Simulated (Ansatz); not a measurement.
Values for one crystal, relaxed and computed with DFT-r²SCAN in the program Ansatz with PAW potentials; other levels are named.

| Item | Value |
|---|---|
| Volume per atom | 17.09 Å³ |
| Band gap | 1.62 eV (direct) |
| Electron effective mass | 0.20, 0.23, 0.23 mₑ (principal values) |
| Bulk modulus (Birch–Murnaghan fit) | 83.2 GPa |
| Hole effective mass, band 1 of 2 at the edge | 0.96 along x, 1.3 along z (mₑ) |
| Hole effective mass, band 2 of 2 at the edge | 0.22 along x, 1.3 along z (mₑ) |
| Formation energy from the elements (no fitted shifts) | -1.10 eV/atom |

Q: Which of these materials gives this?
A. ZrS3, P2_1/m (Zr on 2e, S on 2e, S on 2e, S on 2e)
B. CaCu2S2, P-3m1 (Cu on 2d, Ca on 1a, S on 2d)
C. RbAg3S2, C2/m (Pearson symbol mS24)
D. NaCrS2O8, C2/m (Pearson symbol mS24)

A: B, CaCu2S2, P-3m1 (Cu on 2d, Ca on 1a, S on 2d)

The workflow started from an entry of the Crystallography Open Database (COD, 293 K). Whether it is the stable phase at ambient conditions was not checked. The cell was relaxed with r²SCAN under the symmetry of its start; its stability against distortions is not shown here. The run is not spin-polarised. The references are the lowest solids computed at this level, not always the standard phases.

Potentials: the later of the program's two PAW sets.
